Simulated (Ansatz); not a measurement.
Values for one crystal, relaxed and computed with the program Ansatz at the r²SCAN level (PAW); other levels are named.

```yaml
volume_per_atom: 19.62 Å³
electronic_character: metallic (no gap)
Formation energy from the elements (no fitted shifts): -0.48 eV/atom
Density of states at the Fermi level: 0.32 states/eV per atom (mean over ±0.08 eV)
```

Task: Which compound is it?
A. YAl3, P6_3/mmc (Y on 2d, Al on 6h)
B. AlRh, CsCl type
C. LuTl3, Cu3Au type
D. YCo, R-3m (Y on 6c, Co on 6c)

Result: A, YAl3, P6_3/mmc (Y on 2d, Al on 6h)

The workflow started from a Materials Project entry (that database holds measured and hypothetical structures alike); the Crystallography Open Database copy checked does not list it. Whether it is the stable phase at ambient conditions was not checked. Symmetry was held in the r²SCAN relaxation; whether a distortion lowers the energy is not shown. The run is not spin-polarised. The references are the lowest solids computed at this level, not always the standard phases. Scalar-relativistic: spin–orbit coupling is off unless named, which matters more the heavier the elements.

Potentials: the later of the program's two PAW sets.
